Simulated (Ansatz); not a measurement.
Data:

Cs2KYCl6:
```cif
data_Cl24Cs8K4Y4
_chemical_formula_sum 'K4 Cs8 Y4 Cl24'
_space_group_name_H-M_alt 'Fm-3m'
_space_group_IT_number 225
_space_group_name_Hall '-F 4 2 3'
_cell_length_a 10.82277
_cell_length_b 10.82277
_cell_length_c 10.82277
_cell_angle_alpha 90.000
_cell_angle_beta 90.000
_cell_angle_gamma 90.000
loop_
_atom_site_label
_atom_site_type_symbol
_atom_site_symmetry_multiplicity
_atom_site_Wyckoff_symbol
_atom_site_fract_x
_atom_site_fract_y
_atom_site_fract_z
_atom_site_occupancy
K1 K 4 b 0.50000 0.50000 0.50000 1
Cs1 Cs 8 c 0.25000 0.25000 0.25000 1
Y1 Y 4 a 0.00000 0.00000 0.00000 1
Cl1 Cl 24 e 0.00000 0.00000 0.23749 1
```
(The calculation used a cell of 10 atoms; values per cell refer to that cell.)

This is the LDA-relaxed structure.

Q: All from the program Ansatz at the LDA level (PAW), unless another level is named. Predict the bulk modulus (Birch–Murnaghan fit).

A: 23.8 GPa.

Q: And the elastic constants (relaxed ions, GPa)?

A: C11 = 59.0, C12 = 6.3, C44 = 2.3.

Q: Predict the highest zone-centre frequency (without LO–TO term).

A: 304 cm⁻¹.

The workflow started from a Materials Project entry (that database holds measured and hypothetical structures alike); the Crystallography Open Database copy checked does not list it. Whether it is the stable phase at ambient conditions was not checked. The LDA relaxation kept the symmetry of its start. At this level the phase is dynamically unstable (imaginary phonons). No spin polarisation was allowed. Spin–orbit coupling is left out wherever it is not named.

Potentials: the later of the program's two PAW sets.
